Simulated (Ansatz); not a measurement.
**TiTeSe: computed property card**

TiTeSe:
```
TiTeSe
1.0
    3.68072     0.00000     0.00000
   -1.84036     3.18760     0.00000
    0.00000     0.00000     6.66164
Ti Te Se
1 1 1
Cartesian
  0.00000   0.00000   6.51931
  1.84036   1.06253   1.67204
  0.00000   2.12506   5.13199
```

Space group P3m1 (No. 156); conventional cell a = b = 3.681 Å, c = 6.662 Å, α = β = 90.00°, γ = 120.00°.

Method: r²SCAN (plane waves, PAW; program Ansatz). Structure relaxed to zero pressure with the same functional. Other levels are named where they apply.

Cell and energy:

| Property | Result |
|---|---|
| Volume per atom | 26.05 Å³ |
| Density | 5.41 g/cm³ |
| Formation energy from the elements (no fitted shifts) | -103 kJ/mol-atom |

Electronic structure:

| Quantity | Value |
|---|---|
| Electronic character | metallic (no gap) |
| Density of states at the Fermi level | 0.34 states/eV per atom (mean over ±0.08 eV) |

The first step of the workflow began from a Materials Project structure, measured or hypothetical; the Crystallography Open Database copy checked does not list it. Its standing as an ambient phase is unchecked. Symmetry was held in the r²SCAN relaxation; whether a distortion lowers the energy is not shown. No spin polarisation was allowed. A crystal of weakly bound layers computed without a dispersion correction: the cell and the soft elastic constants depend strongly on that. The references are the lowest solids computed at this level, not always the standard phases. Scalar-relativistic: spin–orbit coupling is off unless named, which matters more the heavier the elements.

Potentials: the later of the program's two PAW sets.
